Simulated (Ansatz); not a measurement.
BP (zinc blende)

```
CELL_PARAMETERS angstrom
      0.00000     2.26010     2.26010
      2.26010     0.00000     2.26010
      2.26010     2.26010     0.00000
ATOMIC_POSITIONS crystal
  P  0.75000 0.75000 0.75000
  B  0.00000 0.00000 0.00000
```

The slice is a {110} plane (indices of the conventional cell) through the point (0.750, 0.750, 0.750) (fractional), spanned by u = [100] and v = [1 -1 -1] in vectors of this cell: u (3.20 Å) and v (4.52 Å, at 90° to u). It covers one period; positions are fractions (u, v).

Method: PBEsol (plane waves to 420 eV, PAW, scalar-relativistic; Ansatz, a first-principles code). k mesh 13×13×13. Inside the PAW spheres the values are not all-electron values, and peaks at nuclei hang on which shells count as valence. BP was relaxed with its symmetry unable to fall.

Question: The ELF has a maximum in the middle third of the P–B line. Where, and how high?

Answer: 0.95, 0.9 Å from P.

Question: What is the valence density on the shortest P–B line in this plane (1.96 Å), at its midpoint?

Answer: 0.90 e/Å³.

Question: Sketch the valence electron density on this plane as a map.

Answer: 
```
|::==**%%@@@@@@%%%%############%%%%@@@@@@%%**==|
|++**%%@@@@@@@@@@%%%%%%####%%%%%%@@@@@@@@@@%%**|
|##%%%%@@@@@@@@@@@@%%%%%%%%%%%%@@@@@@@@@@@@%%%%|
|%%@@@@@@@@@@@@@@@@@@@@@@@@@@@@@@@@@@@@@@@@@@@@|
|@@@@@@@@@@@@@@@@@@@@@@@@@@@@@@@@@@@@@@@@@@@@@@|
|%%%%%%%%@@@@@@@@@@@@@@%%%%@@@@@@@@@@@@@@%%%%%%|
|######%%%%%%@@@@@@@@%%####%%@@@@@@@@%%%%%%####|
|****######%%%%@@@@%%##****##%%@@@@%%%%######**|
|++++******##%%%%%%%%%%####%%%%%%%%%%##******++|
|====++++****##%%%%%%%%%%%%%%%%%%%%##****++++==|
|----====++****##%%%%%%@@@@%%%%%%##****++====--|
|::----====++**####%%%%%%%%%%%%####**++====----|
|::::::--==++++**####%%%%%%%%####**++++==--::::|
|....::::--==++****############****++==--::::..|
|......::----==++******####******++==----::....|
|......::::--====++++********++++====--::::....|
|........::----====++++++++++++====----::......|
|......::::::----================----::::::....|
|::::::::::::::--------====--------::::::::::::|
|::::::::::::::::----------------::::::::::::::|
|------------::::::::::::::::::::::::----------|
|==========----::::::::::::::::::::----========|
|++++++++====----::::::....::::::----====++++++|
|********++++==--::::::....::::::--==++++******|
|########**++====--::::....::::--====++**######|
|%%%%%%####**++==----::::::::----==++**####%%%%|
|@@%%%%%%####**++==----::::----==++**####%%%%%%|
|%%%%%%%%%%##****++==--------==++****##%%%%%%%%|
|####%%%%%%%%##**++++========++++**##%%%%%%%%##|
|++**####%%%%%%##**++++====++++**##%%%%%%####**|
|::--++##%%%%%%####**++++++++**####%%%%%%##++--|
|  ::++##%%@@%%%%####********####%%%%@@%%##++::|
```
Scale: ten equal steps from -1.55 (start of ' ') to -0.02 (end of '@'), in the order ' .:-=+*#%@'. Values: log₁₀ of the valence density in e/Å³. The map has 23 points along u (two characters each, u = 0 at the left) and 32 along v (v = 0 in the bottom row). The scale is logarithmic, as a density can span decades between atoms and voids.
